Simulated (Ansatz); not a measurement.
# TiSb$_{2}$: course of a relaxation

Level of theory: DFT PBEsol, scalar-relativistic, plane waves, PAW in Ansatz. Settings: 420 eV cutoff, 6×6×6 k-mesh, Gaussian smearing of 0.10 eV, no spin polarisation.

What was changed: equal strain along all axes, cell held, atoms relaxed: +2.0 %.

Command:

```bash
ansatz run input.yaml --threads 1 --pin off --max-ram 2560MiB --backend cpu --events-out ev --progress --plain --runs-dir out
```

Input:

```yaml
crystal:
  lattice:
    - [6.7677398214, 0.0, 0.0]
    - [0.0, 6.7677398214, 0.0]
    - [0.0, 0.0, 5.8283326694]
  atoms:
    - { symbol: Ti, position: [0.0, 0.0, 0.25] }
    - { symbol: Ti, position: [0.0, 0.0, 0.75] }
    - { symbol: Ti, position: [0.5, 0.5, 0.75] }
    - { symbol: Ti, position: [0.5, 0.5, 0.25] }
    - { symbol: Sb, position: [0.152718551, 0.652718551, 0.0] }
    - { symbol: Sb, position: [0.347281449, 0.152718551, 0.0] }
    - { symbol: Sb, position: [0.347281449, 0.847281449, 0.5] }
    - { symbol: Sb, position: [0.152718551, 0.347281449, 0.5] }
    - { symbol: Sb, position: [0.652718551, 0.152718551, 0.5] }
    - { symbol: Sb, position: [0.847281449, 0.652718551, 0.5] }
    - { symbol: Sb, position: [0.847281449, 0.347281449, 0.0] }
    - { symbol: Sb, position: [0.652718551, 0.847281449, 0.0] }
basis:
  ecutwfc: 420
kpoints:
  mp_grid: { grid: [6, 6, 6] }
hamiltonian:
  xc: pbesol
scf:
  occupations: { method: gaussian, width: 0.1 }
output:
  forces: true
  stress: true
  eigenvalues: true
relax:
  adjacent_minimum: "off"
  f_tol: 0.008
  max_steps: 40
```

F is the free energy.

Steps:

```
step F − F(1) (eV) largest force component (eV/Å)
   1         0.0000                           0.012
   2         0.0002                           0.020
   3         0.0000                           0.012
   4         0.0002                           0.020
   5        -0.0001                           0.000
```

Relaxed structure:

```xyz
12
Lattice="6.7677 0.0000 0.0000 0.0000 6.7677 0.0000 0.0000 0.0000 5.8283" Properties=species:S:1:pos:R:3 pbc="T T T"
Ti    0.0000    0.0000    1.4571
Ti    0.0000    0.0000    4.3712
Ti    3.3839    3.3839    4.3712
Ti    3.3839    3.3839    1.4571
Sb    1.0325    4.4163    0.0000
Sb    2.3514    1.0325    0.0000
Sb    2.3514    5.7353    2.9142
Sb    1.0325    2.3514    2.9142
Sb    4.4163    1.0325    2.9142
Sb    5.7353    4.4163    2.9142
Sb    5.7353    2.3514    0.0000
Sb    4.4163    5.7353    0.0000
```

The structure is tetragonal, space group I4/mcm (No. 140). Conventional cell: a = 6.768 Å, b = 6.768 Å, c = 5.828 Å, α = 90.00°, β = 90.00°, γ = 90.00°. Ti (site symmetry 422) has 2 Ti at 2.91 Å and 8 Sb at 2.95 Å as nearest neighbours. Around Sb (site symmetry m2m) lie 1 Sb at 2.92 Å and 4 Ti at 2.95 Å.

The run converged. Time: 5.2 min on 1 thread of Arm Neoverse V1 (shared host), peak memory 1 GiB.